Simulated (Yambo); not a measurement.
G0W0@PBEsol for CaHI (space group P4/nmm, No. 129) in Yambo. Reference settings: 4×4×1 Γ-centred k mesh, 310 bands and a 6 Ry block in the screening, 310 bands in G with the Bruneval-Gonze terminator, plasmon pole fitted at 27.2 eV. The PBEsol gap Γ → M on this mesh is 3.13 eV; G0W0 gaps are taken between the same points.

The settings were changed. The gap went from 4.71 eV to 4.72 eV, and the shift of the valence edge from -0.90 eV to -0.75 eV.

What was changed between the two runs?
A. 144 bands in W
B. 2×2×1 mesh
C. pole fitted at 55 eV
D. 200 bands in G, no terminator

A, 144 bands in W. The others gave (gap, valence shift): pole fitted at 55 eV: 4.71, -0.97 eV; 200 bands in G, no terminator: 4.71, -0.65 eV; 2×2×1 mesh: 4.64, -0.85 eV.

Spin-orbit coupling is included.

Geometry relaxed with PBE+D3(BJ); primitive cell a = 3.980 Å, b = 3.980 Å, c = 8.591 Å, α = 90.00°, β = 90.00°, γ = 90.00°.

A shift is the quasiparticle energy of the state minus its PBEsol energy.
